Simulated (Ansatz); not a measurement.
TiN (rock salt)

```xyz
2
Lattice="0.0000 2.1234 2.1234 2.1234 0.0000 2.1234 2.1234 2.1234 0.0000" Properties=species:S:1:pos:R:3 pbc="T T T"
N      0.0000     0.0000     0.0000
Ti     2.1234     2.1234     2.1234
```

Computed with PBE (plane waves to 420 eV, PAW, scalar-relativistic; Ansatz, a quantum-chemistry and plane-wave program). Harmonic phonons by density-functional perturbation theory on a 20×20×20 k mesh, in cm⁻¹ and rounded to 5; i marks imaginary ones, q is in fractions of the reciprocal vectors of the cell shown, and the three acoustic modes at Γ are left out. The PAW data are Ansatz's earlier set. TiN is run without spin polarisation. TiN was relaxed with its symmetry unable to fall.

**Question.** Is the structure dynamically stable at Γ, L = (0.5, 0.0, 0.0), X = (0.5, 0.5, 0.0)?

**Answer.** No imaginary mode at these points (lowest 180 cm⁻¹ at L = (0.5, 0.0, 0.0)); other wave vectors were not tested.

**Question.** List the wavenumbers at Γ, L = (0.5, 0.0, 0.0), X = (0.5, 0.5, 0.0), with degeneracies.

**Answer.** 
```
q                              wavenumbers (cm⁻¹)
-------------------  ----------------------------
Γ                                        505 (×3)
L = (0.5, 0.0, 0.0)  180 (×2), 250, 525 (×2), 585
X = (0.5, 0.5, 0.0)  255 (×2), 295, 515 (×2), 545
```
